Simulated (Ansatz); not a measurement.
Clean, relaxed (100) surface of WC, space group P-6m2 (No. 187) (top face towards +c; atoms held fixed, by place in the list: 1, 2, 3, 4, 5, 6, 7, 8, 9, 10, 11, 12):

```
CELL_PARAMETERS angstrom
5.66533 0.00000 0.00000
0.00000 5.80381 0.00000
0.00000 0.00000 22.86396
ATOMIC_POSITIONS crystal
C 0.25000 0.00000 0.37176
C 0.25000 0.50000 0.37176
C 0.75000 0.00000 0.37176
C 0.75000 0.50000 0.37176
W 0.00000 0.75000 0.40840
W 0.00000 0.25000 0.40840
W 0.50000 0.75000 0.40840
W 0.50000 0.25000 0.40840
C 0.25000 0.75000 0.48168
C 0.25000 0.25000 0.48168
C 0.75000 0.75000 0.48168
C 0.75000 0.25000 0.48168
W 0.00000 0.50000 0.51868
W 0.00000 0.00000 0.51868
W 0.50000 0.50000 0.51868
W 0.50000 0.00000 0.51868
C 0.25000 0.50000 0.59262
C 0.25000 0.00000 0.59262
C 0.75000 0.50000 0.59262
C 0.75000 0.00000 0.59262
W 0.00000 0.25000 0.62704
W 0.00000 0.75000 0.62704
W 0.50000 0.25000 0.62704
W 0.50000 0.75000 0.62704
```

Computed with DFT PBE+D3(BJ), scalar-relativistic, plane waves, PAW in Ansatz 0.2.0. Settings: cutoff 420 eV, Γ-centred mesh 5×5×1 on the computed 24-atom cell, Gaussian smearing of 0.10 eV; no spin polarisation. The cell repeats along c with a dipole correction in the vacuum.

CH₃ is adsorbed on the top face, one adsorbate per 32.9 Å², and relaxed from 2 starting sites (fractions of a and b). E_ads counts from the clean slab and the free adsorbate (spin-polarised where it has unpaired electrons); negative means bound. Heights count from the highest slab atom after relaxation. Δφ is the top face's. Δp counts per cell along +c. Bonded neighbours lie within 1.25 times the sum of covalent radii (1.35 for H) and, on that scale, within 12 % of the closest. With the adsorbate the cell is lengthened along c to keep the vacuum.

| start | ends at | E_ads (eV) | height (Å) | shortest contact | Δφ (eV) | Δp (e·Å) | whole? |
| --- | --- | --- | --- | --- | --- | --- | --- |
| top (W) at (0.00, 0.25) | (0.24, 0.25), 2 bonded neighbours (W) | -3.05 | 1.81 | H–W 2.22 Å | -1.04 | +0.191 | yes |
| hollow (C-C) at (0.00, 0.00) | (0.00, 0.98), 2 bonded neighbours (W) | -2.84 | 1.84 | H–W 2.09 Å | -0.95 | +0.174 | yes |

Among the sites tried, the lowest end comes from the top (W) at (0.00, 0.25) start; other sites may lie lower.

Each end is the local minimum or symmetric point that its start leads to. The slab is only 5.9 Å thick, so the energies aren't converged with thickness.